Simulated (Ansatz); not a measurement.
# Si started on a K site and Si started on a K site, 6.91 Å apart on the ideal sites in cubic perovskite KMgF3, 40 atoms, charge 0

Theory: Ansatz, DFT, PBEsol, PAW, plane waves.

Command:

```sh
ansatz run in.yaml --threads 8 --pin off --max-ram 118750MiB --runs-dir r --events-out ev --progress --plain --backend cuda --devices 0,
```

The input less its lattice and atoms:

```yaml
crystal:
  symmetry: { detect: false }
kpoints:
  mp_grid: { grid: [1, 1, 1], shift: [0.25, 0.25, 0.25] }
hamiltonian:
  xc: pbesol
scf:
  occupations: { method: fermi_dirac, width: 0.01 }
relax:
  f_tol: 0.03
  max_steps: 80
  escape_saddle: false
  adjacent_minimum: "off"
output:
  forces: true
  eigenvalues: true
  populations: true
```

Start:

```xyz
40
Lattice="7.9825 0.0000 0.0000 0.0000 7.9825 0.0000 0.0000 0.0000 7.9825" Properties=species:S:1:pos:R:3 pbc="T T T"
Si    7.9758    0.0295    7.9456
Si    4.0047    3.9785    3.9744
K     0.0263    7.9730    4.0170
K     7.9710    3.9869    7.9737
K     7.9799    4.0179    3.9747
K     4.0088    0.0014    7.9511
K     3.9815    7.9785    3.9676
K     3.9961    4.0101    0.0012
Mg    2.0056    1.9790    2.0513
Mg    1.9831    2.0028    6.0062
Mg    1.9934    5.9773    2.0055
Mg    1.9838    5.9753    6.0048
Mg    5.9930    1.9702    1.9926
Mg    5.9799    2.0169    5.9558
Mg    6.0068    6.0214    1.9906
Mg    5.9621    5.9989    5.9921
F     1.9729    1.9528    0.0311
F     1.9889    2.0183    4.0185
F     1.9792    6.0174    7.9750
F     2.0085    5.9879    3.9878
F     5.9895    1.9927    7.9646
F     5.9708    1.9729    3.9811
F     5.9393    6.0220    0.0181
F     5.9925    5.9991    3.9828
F     0.0270    1.9763    1.9852
F     0.0243    2.0019    5.9657
F     7.9671    5.9486    2.0205
F     7.9587    6.0186    6.0012
F     3.9835    2.0142    2.0085
F     4.0002    2.0029    6.0033
F     3.9826    5.9815    1.9837
F     4.0326    5.9510    6.0028
F     2.0243    0.0038    2.0063
F     2.0069    0.0007    5.9794
F     2.0172    4.0269    1.9854
F     1.9782    3.9923    6.0020
F     6.0295    0.0232    1.9864
F     6.0040    0.0177    5.9919
F     6.0267    3.9796    1.9764
F     5.9817    3.9669    5.9810
```

Steps:

```csv
step,energy less the first (eV),largest force component (eV/Å)
start,0.000,0.581
1,-0.069,0.438
2,-0.219,0.299
3,-0.334,0.322
4,-0.499,0.347
5,-0.748,0.398
6,-1.055,0.601
7,-1.221,0.257
8,-1.273,0.201
9,-1.294,0.088
10,-1.299,0.116
11,-1.304,0.035
12,-1.306,0.039
13,-1.308,0.030
14,-1.311,0.036
15,-1.318,0.070
16,-1.344,0.173
17,-1.420,0.305
18,-1.557,0.434
19,-1.717,0.339
20,-1.793,0.962
21,-1.885,0.188
22,-1.931,0.137
23,-1.940,0.151
24,-1.949,0.035
25,-1.950,0.017
```

A structure on the way, about -0.22 eV from the start:

```xyz
40
Lattice="7.9825 0.0000 0.0000 0.0000 7.9825 0.0000 0.0000 0.0000 7.9825" Properties=species:S:1:pos:R:3 pbc="T T T"
Si    0.0450    0.0873    7.9069
Si    4.0135    4.0359    3.9246
K     0.0055    0.0084    3.9706
K     0.0004    4.0271    7.9772
K     0.0090    3.9938    3.9971
K     4.0127    7.9735    0.0025
K     3.9996    0.0121    3.9919
K     3.9879    4.0034    7.9644
Mg    1.9898    1.9860    1.9804
Mg    1.9974    1.9984    5.9679
Mg    1.9778    5.9828    2.0002
Mg    2.0187    5.9972    5.9918
Mg    5.9772    1.9938    1.9814
Mg    5.9964    2.0108    5.9825
Mg    5.9965    5.9789    2.0161
Mg    6.0030    5.9973    6.0044
F     1.9173    1.8966    7.9727
F     1.9466    1.9467    3.9790
F     1.9593    6.0753    0.0150
F     2.0579    5.9051    4.0041
F     6.0873    1.9047    7.9730
F     5.9295    2.0666    3.9770
F     5.9896    5.9999    0.0102
F     6.0373    6.0287    4.0210
F     7.9676    1.9334    1.9467
F     7.9702    2.0876    5.8891
F     0.0095    5.8992    2.1081
F     0.0242    6.0721    6.0594
F     3.9926    2.0003    1.9210
F     3.9963    2.0221    6.0184
F     3.9870    5.9148    2.0414
F     3.9854    6.0096    6.0304
F     2.0359    7.9670    2.0354
F     2.0603    7.9809    5.9299
F     1.9613    3.9675    1.9158
F     1.9741    4.0008    6.0718
F     5.8797    7.9736    2.0680
F     5.9762    0.0142    5.9818
F     5.9862    3.9823    1.9598
F     6.0288    4.0165    6.0542
```

End:

```
Si K Mg F
1.0
     7.98254    0.00000    0.00000
     0.00000    7.98254    0.00000
     0.00000    0.00000    7.98254
Si K Mg F
2 6 8 24
Direct
  0.01077 0.08845 0.05135
  0.49000 0.54485 0.47090
  0.00217 0.99599 0.51441
  0.99334 0.53110 0.98763
  0.99001 0.50299 0.50391
  0.49657 0.98739 0.99558
  0.50217 0.98572 0.51290
  0.50275 0.51673 0.97818
  0.31722 0.30596 0.29819
  0.24573 0.24582 0.74332
  0.24147 0.74991 0.24306
  0.25046 0.74721 0.75579
  0.73264 0.25087 0.25421
  0.74672 0.24898 0.74099
  0.75903 0.75423 0.25056
  0.74627 0.74904 0.74484
  0.17406 0.22892 0.00076
  0.23031 0.22658 0.50342
  0.26055 0.74555 0.00173
  0.27446 0.70925 0.49670
  0.82582 0.22882 0.00411
  0.73910 0.24611 0.49479
  0.74055 0.74631 0.00427
  0.77376 0.77569 0.49668
  0.99434 0.19576 0.24403
  0.99554 0.25231 0.72939
  0.00190 0.76510 0.26241
  0.00355 0.74056 0.73765
  0.50906 0.25385 0.16081
  0.49602 0.24382 0.77759
  0.50110 0.70512 0.27221
  0.49732 0.76936 0.76916
  0.28203 0.99299 0.25899
  0.25082 0.99604 0.74277
  0.19670 0.49966 0.22050
  0.24877 0.49267 0.76257
  0.71841 0.00177 0.24830
  0.74431 0.00306 0.74865
  0.76902 0.49440 0.24562
  0.75828 0.49371 0.77225
```

The run converged.

Time: 25 s of wall time on one NVIDIA GB300 with 8 processor threads, on a host shared with other runs; peak host memory 1.6 GiB.

(1) How much energy did the relaxation gain, and which atom moved most?

The one k point has no symmetry partners, which can distort the end along one axis.

Results:

(1) 1.95 eV in 25 steps, from a start with small random displacements (the gain also holds any tilting of the ideal host); atom 1 (Si) moved 0.82 Å, the median atom 0.17 Å (drift of the whole cell removed).
